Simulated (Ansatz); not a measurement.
# Ionic part of the dielectric constant of Cd₃SnS₄, mode by mode

All numbers below come from DFT PBE, scalar-relativistic, plane waves, PAW in Ansatz. Plane waves to 420 eV; Γ-centred k mesh 6×6×6; fixed occupations. No spin polarisation. Phonons by linear response, acoustic sum rule imposed.

Space group I-42m (No. 121), tetragonal, a = 6.087 Å, c = 12.098 Å. Cd on a site of symmetry -4 is surrounded by 4 S at 2.58 Å; around Cd on a site of symmetry -42m lie 4 S at 2.57 Å; Sn is surrounded by 4 S at 2.79 Å; around S lie 3 Cd at 2.57–2.58 Å and 1 Sn at 2.79 Å.

It was reached by relaxing an invented guess, and it needn't be the stable form of this composition. Spin–orbit coupling is left out, which matters for heavy elements.

The primitive cell has V = 224.10 Å³ and ε∞,zz = 6.673. Each polar mode adds Δε = (4.92064×10⁷/V)·S/ν² along z, with S its oscillator strength in e²/amu, ν in cm⁻¹ and V in Å³.

Question: From these modes, find each Δε and ε0,zz.
| ν (cm⁻¹) | S_zz (e²/amu) |
| --- | --- |
| 62.11 | 0.00134 |
| 132.34 | 0.01108 |
| 186.37 | 0.6463 |
| 237.04 | 0.1876 |

Answer:
```tsv
ν (cm⁻¹)	Δε
62.11	0.08
132.34	0.14
186.37	4.09
237.04	0.73
```

The sum is 5.04, so ε0,zz = 11.71; the run's tensor has 11.71.

Question: Where do the longitudinal modes lie for a wave vector along z?

Answer: At 62.31, 132.91, 217.61, 266.91 cm⁻¹. The Lyddane–Sachs–Teller product Π(ν_LO/ν_TO)² = 1.75 agrees with ε0/ε∞ = 1.75.
